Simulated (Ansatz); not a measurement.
AlAs (zinc blende), relaxed with PBE (Ansatz, a program for electronic structure, plane waves, PAW): a = 5.728 Å, b = 5.728 Å, c = 5.728 Å, α = 90.00°, β = 90.00°, γ = 90.00°.

| Item | Value |
|---|---|
| gap (eV) | 1.50 |
| B₀ by P(V) fit (GPa) | 67.1 |

**Question.** The same phase is relaxed and computed with HSE06 in the same code. What are the cell and these values now?

**Answer.** a = b = c = 5.682 Å, α = β = γ = 90.00°.

- gap (eV) = 2.10
- B₀ by P(V) fit (GPa) = 75.8

All cells were relaxed under the symmetry of their starts (and spin orders); stability against distortions was not tested throughout. Scalar-relativistic: spin–orbit coupling is off unless named, which matters more the heavier the elements.

Potentials: the earlier of the program's two PAW sets. The files were generated under PBE; for other functionals the program regenerates the frozen cores, and for LDA and PBEsol the local potential too.

Ansatz is a plane-wave DFT program.
